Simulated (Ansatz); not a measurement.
K₂NaGaP₂:
```
K2NaGaP2
1.0
   -3.28428     7.19068     3.17154
    3.28428    -7.19068     3.17154
    3.28428     7.19068    -3.17154
K Na Ga P
4 2 2 4
Direct
  0.67426   0.74665   0.42091
  0.32574   0.25335   0.57909
  0.82574   0.24665   0.07239
  0.17426   0.75335   0.92761
  0.75000   0.75000   0.00000
  0.25000   0.25000   0.00000
  0.25000   0.75000   0.50000
  0.75000   0.25000   0.50000
  0.90734   0.69909   0.60643
  0.09266   0.30091   0.39357
  0.59266   0.19909   0.79174
  0.40734   0.80091   0.20826
```

Relaxed with PBEsol.

Q: Map the electron localisation function on the plane through (0.674, 0.747, 0.421) spanned by u = [1, 0, 1] and v = [1, 0, -1] in lattice vectors, from DFT-PBEsol in the program Ansatz with PAW potentials.

A: x is the fraction of u, y of v (the angle between them is 90°; rows are the nearest grid lines); atoms in the plane: K at (0.00, 0.00), K at (0.50, 0.50), K at (0.00, 0.50), K at (0.50, 1.00), Na at (0.33, 0.75), Na at (0.83, 0.25), Ga at (0.33, 0.25), Ga at (0.83, 0.75).
```
|5895059970189740069889505997028974006985|
|9993048999999740049999306996017863003999|
|9981038999998630028998106998458863101799|
|4410025788851000001452006899998632210024|
|0000001344103540000000003466764222221000|
|0000000000046365000000000012332000222100|
|0000000000055156000000000001222090222100|
|0000000111026663000000001223442101222100|
|0000013566400100000010014778886322220000|
|8840036899985200004885006999899853100278|
|9971037999998620028998106998468863100699|
|7994049996899740069999405995007874005997|
|7994059960078740059999404998579974006997|
|9981069984588631017998103899999863002899|
|9850069998998531003785003789998621000589|
|1100157888863222200000001356740000000001|
|0000012345431012221000000012101666300000|
|0000000012220902221000000000005515600000|
|0000000123320002221000000000004636500000|
|0000024567632222210000000134300365000000|
|5410168999986322100131002578884000000145|
|9981069984688631006997103799999862002899|
|9993069960178630039999304899999974004999|
|5895059970189740069889505997028974006985|
```
Scale: ten equal steps from 0.003 (start of '0') to 0.893 (end of '9'), in the order '0123456789'; x runs from 0.000 to 1.00, y from 0.000 (bottom) to 1.00 (top).

The density is the valence pseudo-density with augmentation charge, so density and ELF within about 1 Å of a nucleus are not all-electron values.

Space group Ibam. The workflow started from a Materials Project entry (that database holds measured and hypothetical structures alike); the Crystallography Open Database files this formula in space group No. 72, but the cells were not matched. Its standing as an ambient phase is unchecked. The PBEsol relaxation kept the symmetry of its start; whether a distortion lowers the energy is not shown. Spin–orbit coupling is left out wherever it is not named.

Potentials: the later of the program's two PAW sets.
